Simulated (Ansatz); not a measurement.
Computed with DFT PBE, scalar-relativistic, plane waves, PAW in Ansatz 0.2.0. Settings: cutoff 420 eV, Γ-centred meshes spaced at most about 0.3 Å⁻¹, and about 0.25 Å⁻¹ or finer for metals (2π included), Gaussian smearing. Collinear spin in cells that started with moments and kept them past the coarse steps, no spin elsewhere.

These are static total energies at zero pressure.

Compare these two cells of Sr2Li3Mo, each relaxed at this level.

A. (site moments Mo 3.5 μB)

```
Li Sr Mo
1.0
     6.14194    0.00000    0.00000
    -3.07097    5.31908    0.00000
     0.00000    0.00000    6.09641
Li Sr Mo
3 2 1
Cartesian
  3.0710 0.0000 3.0482
  -1.5355 2.6595 3.0482
  1.5355 2.6595 3.0482
  0.0000 3.5461 0.0000
  3.0710 1.7730 0.0000
  0.0000 0.0000 0.0000
```

B. (site moments Mo 2.8 μB)

```
Li Sr Mo
1.0
     5.44302    0.00000    0.00000
    -2.72151    4.71380    0.00000
     0.00000    0.00000    6.61433
Li Sr Mo
3 2 1
Direct
  0.66667 0.33333 0.30303
  0.33333 0.66667 0.69697
  0.00000 0.00000 0.50000
  0.66667 0.33333 0.81101
  0.33333 0.66667 0.18899
  0.00000 0.00000 0.00000
```

Question: Which is lower in energy, and by how much?

Answer: B is lower, by 294 meV/atom. A has space group P6/mmm (No. 191), 33.2 Å³/atom and no gap on its mesh; B has space group P-3m1 (No. 164), 28.3 Å³/atom and no gap. Counting all near atoms (those within 1.25 times the shortest distance at each site; a plus sign parts nearer from farther groups; a slash parts the counts of unlike sites), A has Sr 12, Li 4+4, Mo 6+12 and B has Sr 8+6, Li 11/8+6, Mo 8+6. The denser one is the lower, and pressure would at first widen the difference. Even the lower one lies +0.56 eV/atom against the reference forms of the elements (uncorrected), so neither is stable at this level. In A, Li has 4 Li at 3.07 Å and 4 Sr at 3.53 Å; Sr has 6 Li at 3.53 Å, 3 Mo at 3.55 Å and 3 Sr at 3.55 Å; Mo is surrounded by 6 Sr at 3.55 Å. In B, Li on a site of symmetry 3m has 5 Sr at 3.23–3.36 Å, 3 Li at 3.40 Å, 3 Mo at 3.73 Å and 3 Li at 4.08 Å; around Sr lie 5 Li at 3.23–3.36 Å, 3 Mo at 3.38 Å, 3 Li at 3.76 Å and 3 Sr at 4.02 Å; Mo is surrounded by 2 Li at 3.31 Å, 6 Sr at 3.38 Å and 6 Li at 3.73 Å; 1 more site not described. Both come from invented guesses. A third cell relaxed alike, in R-3m, lies 90 meV/atom below the lower of the two.

The magnetic state reached may not be the lowest. Cells relaxed within their symmetry can be saddle points. Some candidate types were left out of the draw beforehand, so a known form may be missing.
